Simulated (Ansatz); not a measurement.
HgSe:
```
CELL_PARAMETERS angstrom
      0.00000     3.06643     3.06643
      3.06643     0.00000     3.06643
      3.06643     3.06643     0.00000
ATOMIC_POSITIONS crystal
  Se 0.75000 0.75000 0.75000
  Hg 0.00000 0.00000 0.00000
```

Relaxed with PBEsol. Special points in fractions of this cell's reciprocal vectors: Γ (0.000, 0.000, 0.000); X (0.500, 0.000, 0.500); U (0.625, 0.250, 0.625); K (0.375, 0.375, 0.750); L (0.500, 0.500, 0.500); W (0.500, 0.250, 0.750).

**Question.** List the band energies nearest the Fermi level at these points for the program Ansatz at the PBEsol level (PAW).

**Answer.** In eV from the Fermi level; about four levels below and three above (degenerate sets whole), none deeper than 8.9 eV; … stands for higher levels left out; points with the same levels are listed once.

```
k                    below           above
-  -----------------------  --------------
Γ  -1.08 -0.02 -0.02 -0.02               …
X  -5.99 -5.01 -2.24 -2.24  2.69 2.92 8.23
U  -5.83 -5.17 -2.82 -1.83  2.83 4.38 7.76
L  -6.03 -5.41 -0.95 -0.95  1.02 6.19 6.19
W  -5.75 -5.21 -2.66 -2.37  3.50 5.03 5.95
```

Space group F-43m (zinc blende). The cell was relaxed with PBEsol under the symmetry of its start. The Fermi level of a semimetal is unsure by some 0.05 eV on such meshes. Scalar-relativistic: spin–orbit coupling is off unless named, which matters more the heavier the elements.

Potentials: the later of the program's two PAW sets.
